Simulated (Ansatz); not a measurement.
Free-standing chains of the atoms of Rh, named by their start (strip: triangular double chain, ladder: square double chain); atoms and period are relaxed, and energies count from relaxed bulk Rh (Fm-3m, 13.72 Å³/atom, gap on the mesh 0.00 eV).

Method: DFT r2SCAN, scalar-relativistic, plane waves, PAW in Ansatz.

Cutoff 500 eV; k points 1×1×15 on the computed 2-atom cell (Γ-centred); Gaussian smearing, width 0.05 eV; collinear spin from starting moments 1.5 1.5 μB.

Start (zigzag chain):

```xyz
2
Lattice="10.1000 0.0000 0.0000 0.0000 9.3000 0.0000 0.0000 0.0000 4.3528" Properties=species:S:1:pos:R:3 pbc="T T T"
Rh    4.5059    4.6500    0.0000
Rh    5.5941    4.6500    2.1764
```

Task: What does the relaxation give?

Result: The free energy falls by 676 meV/atom. It ends far from its start (an atom moved by over half a bond, or the period changed much).

```
excess energy (eV per host atom) : 2.653
period (Å)                       : 2.526
gap on the mesh (eV)             : 0
size of the moment (μB per cell) : 2.92
```

Relaxed structure:
```yaml
crystal:
  lattice:
    - [10.10000, 0.00000, 0.00000]
    - [0.00000, 9.30000, 0.00000]
    - [0.00000, 0.00000, 2.52579]
  atoms:
    - { symbol: Rh, position: [0.39427, 0.50000, 0.00000] }
    - { symbol: Rh, position: [0.60573, 0.50000, 0.50000] }
```

Each run keeps its start's symmetry and one magnetic start, so lower states can exist.

Time: 10 min on 2 threads of Intel(R) Xeon(R) Processor @ 2.70GHz (shared host), peak memory 1.5 GiB.